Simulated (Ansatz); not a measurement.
# Bi$_{2}$TeO$_{2}$: computed property card

Bi2TeO2:
```xyz
5
Lattice="-1.9836 1.9836 6.3126 1.9836 -1.9836 6.3126 1.9836 1.9836 -6.3126" Properties=species:S:1:pos:R:3 pbc="T T T"
Bi     0.0000     0.0000     1.9243
Bi     0.0000     0.0000    10.7009
Te     0.0000     0.0000     6.3126
O      1.9836     0.0000     3.1563
O      0.0000     1.9836     3.1563
```

Space group I4/mmm (No. 139); conventional cell a = b = 3.9671 Å, c = 12.6253 Å, α = β = γ = 90.00°.

Method: PBEsol in the plane-wave PAW code Ansatz. Geometry: relaxed at this level of theory. Other levels are named where they apply.

**Cell and energy**

```
Quantity                                                      Result
-----------------------------------------------------  -------------
Volume per atom                                             19.87 Å³
Density                                                   9.65 g/cm³
Formation energy from the elements (no fitted shifts)  -0.92 eV/atom
```

**Electronic structure**

```
Property                                                                                                   Result
------------------------------------  ---------------------------------------------------------------------------
Electronic character                  no gap, with almost no states at the Fermi level (zero-gap or semimetallic)
Density of states at the Fermi level                                 0.03 states/eV per atom (mean over ±0.08 eV)
```

**Mechanics**

```
Property                              Result
----------------------------------  --------
Bulk modulus (Birch–Murnaghan fit)  78.1 GPa
Pressure derivative B′                   4.8
```

**Phonons**

```
Quantity                                       Result
-----------------------------  ----------------------
Highest zone-centre frequency               394 cm^-1
Zone-centre stability          no imaginary mode at Γ
```

The workflow started from a Materials Project entry (that database holds measured and hypothetical structures alike); the Crystallography Open Database copy checked does not list it. Its standing as an ambient phase is unchecked. The PBEsol relaxation kept the symmetry of its start. A small band overlap can be real or an error of a semilocal functional. As this level gives no gap, phonon frequencies hold no LO–TO term and depend on the k-mesh and smearing (Fermi–Dirac, 0.1 eV here). The references are the lowest solids computed at this level, not always the standard phases (solids in place of the gases). Scalar-relativistic: spin–orbit coupling is off unless named, which matters more the heavier the elements.

Potentials: the later of the program's two PAW sets.
